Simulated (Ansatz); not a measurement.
RbLuS2:
```xyz
4
Lattice="1.9875 1.1475 7.6390 -1.9875 1.1475 7.6390 0.0000 -2.2950 7.6390" Properties=species:S:1:pos:R:3 pbc="T T T"
Lu     0.0000     0.0000    11.4585
S      0.0000     0.0000     5.2648
S      0.0000     0.0000    17.6521
Rb     0.0000     0.0000     0.0000
```

r²SCAN in the plane-wave PAW code Ansatz gives a gap of 2.67 eV without spin–orbit coupling, maximum at Γ, minimum at F.

### Question
What happens when spin–orbit coupling is switched on?

### Answer
The gap decreases by 0.05 eV, to 2.62 eV; maximum at Γ, minimum at F.

### Question
Give the electron effective mass with spin–orbit coupling.

### Answer
0.30, 0.49, 1.6 mₑ (principal values).

### Question
Give the hole effective mass with spin–orbit coupling.

### Answer
0.37, 0.37, 2.9 mₑ (principal values).

Space group R-3m. The workflow started from an entry of the Crystallography Open Database (COD, 293 K). Whether it is the stable phase at ambient conditions was not checked. The cell was relaxed with r²SCAN under the symmetry of its start; whether a distortion lowers the energy is not shown.

Potentials: the later of the program's two PAW sets.
